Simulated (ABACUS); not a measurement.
Set-up for a self-consistent single point of SnO (P4/nmm, 4 atoms in the cell; from Materials Project mp-2097, changed as shown).

```xyz
4
Lattice="3.8264 0.0000 0.0000 0.0000 3.8264 0.0000 0.0000 0.0000 4.9031" Properties=species:S:1:pos:R:3 pbc="T T T"
Sn     0.0000     1.9132     1.1541
Sn     1.9132     0.0000     3.7491
O      1.9132     1.9132     0.0000
O      0.0000     0.0000     0.0000
```

All values come from this method and carry its errors: PBEsol, PseudoDojo 0.4 standard norm-conserving PBEsol (tails mended) pseudopotentials (plane waves; ABACUS).

ABACUS settings:

- KPT = Gamma 6 6 5 0 0 0
- basis_type = pw
- dft_functional = PBESOL
- ecutwfc = 84 Ry
- smearing_method = fd
- smearing_sigma = 0.00146997 Ry
- potentials = PseudoDojo 0.4 standard norm-conserving PBEsol (tails mended)
- symmetry = 1
- ks_solver = cg
- scf_nmax = 100
- scf_thr = 1.0e-09 Ry
- mixing_type = broyden

Results:

| Property | Result |
|---|---|
| Number of valence electrons | 40 |
| Number of bands | 30 |
| Number of k-points after the program's reduction | 30 |
| Number of plane waves (most at a k-point) | 6331 |
| Number of SCF iterations | 12 |
| FFT grid | 45 × 45 × 60 |
| Free energy E − TS | -5178.8430 eV |
| Pressure | -1.47 GPa |
| Largest force (vector length) | 0.070 eV/Å |

Forces (eV/Å):
```
atom     Fx     Fy      Fz
----  -----  -----  ------
Sn1   0.000  0.000  -0.070
Sn2   0.000  0.000   0.070
O3    0.000  0.000   0.000
O4    0.000  0.000   0.000
```

Stress (GPa, positive for compression):
```
-1.46   0.00   0.00
 0.00  -1.46   0.00
 0.00   0.00  -1.49
```

For comparison: a first run was changed to give this one (volume scaled by 1.01), and from it to this one the free energy rises by 1.1 meV/atom, the pressure goes from -0.57 to -1.47 GPa and the largest force goes from 0.065 to 0.070 eV/Å.

The structure comes from a collection of computed structures, made at another level of theory; the collection holds predicted forms beside known ones.

Cost on one core: roughly 5 core-minutes.

“Tails mended”: in these copies of the files the far tail of each local potential was reset to the Coulomb form.
